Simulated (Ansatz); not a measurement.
A: LiTaO$_{3}$ (LiNbO3 type, space group R3c), a = 5.139 Å, b = 5.139 Å, c = 13.765 Å, α = 90.00°, β = 90.00°, γ = 120.00°
B: IrO₂ (rutile), a = 4.472 Å, b = 4.472 Å, c = 3.154 Å, α = 90.00°, β = 90.00°, γ = 90.00°
C: ZnInGaO₄ (InGaZnO4 type, space group R3m), a = b = 3.3150 Å, c = 25.7543 Å, α = β = 90.00°, γ = 120.00°
D: WSi2 (MoSi2 type, space group I4/mmm), a = b = 3.203 Å, c = 7.816 Å, α = β = γ = 90.00°

Scan: energy against volume (even scaling of the relaxed cell, symmetry kept). All come from one method, each on a k mesh of its own. All were relaxed with their symmetry unable to fall. IrO2 is run without spin polarisation and with no Hubbard U. LiTaO3 is run without spin polarisation. Spin-orbit coupling is left out. The PAW data are Ansatz's earlier set. WSi2 is run without spin polarisation.

Q: Rank these by bulk modulus at fixed cell shape (fitted) (lowest first), as PBEsol (plane waves to 420 eV, PAW, scalar-relativistic; Ansatz, a program for electronic structure) gives it.

A: A (125 GPa), C (171 GPa), D (233 GPa), B (305 GPa)

(A scan under strain: stresses follow from slopes of the energy per volume, elastic moduli from its curvatures.)
